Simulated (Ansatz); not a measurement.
ZrCu₅ in space group F-43m (No. 216; Zr on 4a, Cu on 4d, Cu on 16e), plane-wave PAW LDA (Ansatz code), all energies at zero smearing, with the estimated change up to a 700 eV cutoff added, with one set of potentials and settings (totals compare only within such a set). Cell of 6 atoms (1 Zr, 5 Cu): -36856.942 eV.

```csv
element,reference phase,E (eV/atom)
Zr,"P6/mmm, 3 atoms in the cell",-4077.4793
Cu,"Fm-3m, 1 atoms in the cell",-6555.7242
```

Formation energy per atom, worked out: (-36856.942 − 1×(-4077.4793) − 5×(-6555.7242))/6 = -0.140 eV/atom (-14 kJ per mol of atoms), at 0 K, without zero-point energy or fitted corrections.

The first step of the workflow began from a Materials Project structure, measured or hypothetical; the Crystallography Open Database files this formula in space group No. 216, but the cells were not matched. Its standing as an ambient phase is unchecked. Symmetry was held in the LDA relaxation; its stability against distortions is not shown here. The run is not spin-polarised. The references are the lowest solids computed at this level, not always the standard phases.

Potentials: the later of the program's two PAW sets.
